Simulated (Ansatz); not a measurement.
Input:

HfN:
```cif
data_HfN
_chemical_formula_sum 'Hf1 N1'
_space_group_name_H-M_alt 'P 1'
_space_group_IT_number 1
_cell_length_a 3.21566
_cell_length_b 3.21566
_cell_length_c 3.21566
_cell_angle_alpha 60.000
_cell_angle_beta 60.000
_cell_angle_gamma 60.000
loop_
_space_group_symop_operation_xyz
  'x, y, z'
loop_
_atom_site_label
_atom_site_type_symbol
_atom_site_fract_x
_atom_site_fract_y
_atom_site_fract_z
_atom_site_occupancy
Hf1 Hf 0.00000 0.00000 0.00000 1
N1 N 0.50000 0.50000 0.50000 1
```

This is the PBE-relaxed structure.

Question: All from the program Ansatz at the PBE level (PAW), unless another level is named. Predict the Debye temperature from the elastic constants.

Answer: 489 K.

Question: Next, the elastic constants (relaxed ions, GPa)?

Answer: C11 = 570, C12 = 110, C44 = 117.

Space group Fm-3m (rock salt). The PBE relaxation kept the symmetry of its start; of distortions, only those at the zone centre were tested. No spin polarisation was allowed. With an odd number of electrons in the cell and no spin polarisation, the count alone makes it a metal. As this level gives no gap, shear constants depend on the k-mesh and smearing (Fermi–Dirac, 0.1 eV here). Scalar-relativistic: spin–orbit coupling is off unless named, which matters more the heavier the elements.

Potentials: the later of the program's two PAW sets.
